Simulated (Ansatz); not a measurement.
Structure map: energy, volume and gap of polymorphs

A comparison from first-principles data. Relaxing one composition in several structure types shows which are competitive, which pressure would favour, and how volume and gap change with structure.

The yardstick is VGe2, MoSi2 or CaC2 type. The reference is the lowest phase computed, which need not be the stable form in nature.

**Data**

Where the numbers come from (Ansatz, a plane-wave PAW program): energy: PBE, total energy at 0 K with the change to a 700 eV cutoff added (comparable within one formula alone); volume per atom: PBE, relaxed cell; gap: PBE; bulk modulus: PBE, equation-of-state fit.

Model: ΔE = E − E_ref; ΔV = V − V_ref; temperature scale ΔE/k_B = 11.605 K/meV × ΔE.

```
crystal                              E (eV/atom)  V (Å³/atom)  gap (eV)  B₀ (GPa)  ΔE (meV/atom)  ΔV (Å³/atom)  ΔE/k_B (K)
-----------------------------------  -----------  -----------  --------  --------  -------------  ------------  ----------
VGe2, AlB2 type, P6/mmm                −3833.891        15.69      0.00       107          364.0          0.82        4200
VGe2, fluorite or antifluorite type    −3833.870        18.47      0.00      82.9          385.0          3.60        4500
VGe2, MoSi2 or CaC2 type, reference    −3834.255        14.87      0.00       130            0.0          0.00           0
VGe2, Al2Cu type, I4/mcm               −3834.234        15.97      0.00       119           21.0          1.10         240
```

Started from generated or typed cells, with no claim that the phase is known: VGe2, AlB2 type, P6/mmm; VGe2, fluorite or antifluorite type; VGe2, MoSi2 or CaC2 type; VGe2, Al2Cu type, I4/mcm. Magnetic states: VGe2, fluorite or antifluorite type ferromagnetic, the lowest of the collinear orders tried. Run without spin polarisation: VGe2, AlB2 type, P6/mmm, VGe2, MoSi2 or CaC2 type, VGe2, Al2Cu type, I4/mcm. No gap (0.00) means none at this level, which can close a small real gap. Spin–orbit coupling is left out unless named.

**Worked example**

Worked for VGe2, AlB2 type, P6/mmm:

1. ΔE = 1000 × (−3833.891 − (−3834.255)) = 364.0 meV/atom
2. ΔV = 15.69 − 14.87 = 0.82 Å³/atom
3. ΔE/k_B: 11.605 × 364.0 = 4200 K

**Result**

By ΔE (lowest first): VGe2, MoSi2 or CaC2 type (0.0 ± 5.0), VGe2, Al2Cu type, I4/mcm (21.0 ± 5.0), VGe2, AlB2 type, P6/mmm (364.0 ± 5.0), VGe2, fluorite or antifluorite type (385.0 ± 5.0). The ± follows from allowances picked for this note (energy 0.004 eV/atom, 3 meV/atom on the figure itself), carried to first order and added in quadrature, each row's own inputs moving alone; ≈ joins neighbours closer than their two ± added in quadrature.

The trade-off between low ΔE and low volume per atom leaves these rows undominated: VGe2, MoSi2 or CaC2 type (0.0, 14.87). The reference is on the front.

No row is clearly denser than the reference, so pressure favours none of them.

**Caveats**

Vibrational free energy is left out, and phases that were not computed could lie lower. Rows are a sample of the computed phases of this formula. Limits of the draw: a spread of over 30 meV/atom, none over 0.9 eV/atom above the reference, within 8 meV/atom of the lowest or within 3 meV/atom of a neighbour. As a rule kept out of such tables: 4f compounds, open-shell compounds run without a Hubbard term, cells found unstable in the tests at hand, cells close to a higher symmetry, and runs set to a pressure or over 12 % in volume from the crystal's fullest run.
